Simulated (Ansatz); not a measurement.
Computed energy over volume and axial ratio: SrGaSnH (space group P3m1)

SrGaSnH (space group P3m1)

Space group P3m1 (No. 156); a = b = 4.4475 Å, c = 5.1639 Å, α = β = 90.00°, γ = 120.00°

```csv
atom,site,symmetry,x,y,z
Sr,1a,3m.,0.0000,0.0000,0.0025
Ga,1c,3m.,0.6667,0.3333,0.5996
Sn,1b,3m.,0.3333,0.6667,0.4555
H,1c,3m.,0.6667,0.3333,0.9317
```

The relaxed cell is deformed in two ways at once: its volume V is scaled, and at that volume it is stretched along z (the c axis of the conventional cell) so that c/a changes. Fractional atomic positions are held.

The numbers are results of r2SCAN (plane waves to 500 eV, PAW, scalar-relativistic; Ansatz, a program for electronic structure), not measurements. k mesh 9×9×7 (Γ-centred), Fermi-Dirac smearing 0.05 eV. The energy includes the smearing's −TS. Stress and pressure are positive under compression. As the atoms are clamped, bonds stretch with the cell, which overstates energies and stresses. SrGaSnH was relaxed with its symmetry unable to fall. ΔE is measured from the relaxed starting cell.

ΔE (meV/atom), with V/V₀ across and (c/a)/(c/a)₀ down:

```csv
(c/a)/(c/a)₀ \ V/V₀,0.960,0.980,1.000,1.020,1.040
0.960,9.5,6.2,5.8,8.1,12.8
0.980,6.1,2.3,1.4,3.3,7.6
1.000,5.9,1.4,0.0,1.3,5.1
1.020,8.6,3.4,1.4,2.1,5.3
1.040,14.1,8.2,5.4,5.5,8.1
```

σzz − σxx (GPa), with V/V₀ across and (c/a)/(c/a)₀ down:

```csv
(c/a)/(c/a)₀ \ V/V₀,0.960,0.980,1.000,1.020,1.040
0.960,2.73,2.93,3.11,3.25,3.37
0.980,0.99,1.28,1.53,1.76,1.95
1.000,-0.72,-0.34,0.00,0.30,0.56
1.020,-2.38,-1.92,-1.51,-1.13,-0.80
1.040,-4.01,-3.47,-2.98,-2.53,-2.13
```

Key numbers:

The modulus against c/a change at fixed volume, (3/4V)·∂²E/∂(ln c/a)² (fit, atoms clamped) is 38 GPa, an upper bound as the atoms could relax. Lowest place on the grid: V/V₀ = 1.000, (c/a)/(c/a)₀ = 1.000 (0.0 meV/atom). Highest place on the grid: V/V₀ = 0.960, (c/a)/(c/a)₀ = 1.040 (14.1 meV/atom).

(Under strain, the slope of the energy per volume gives the stress and its curvature an elastic modulus.)
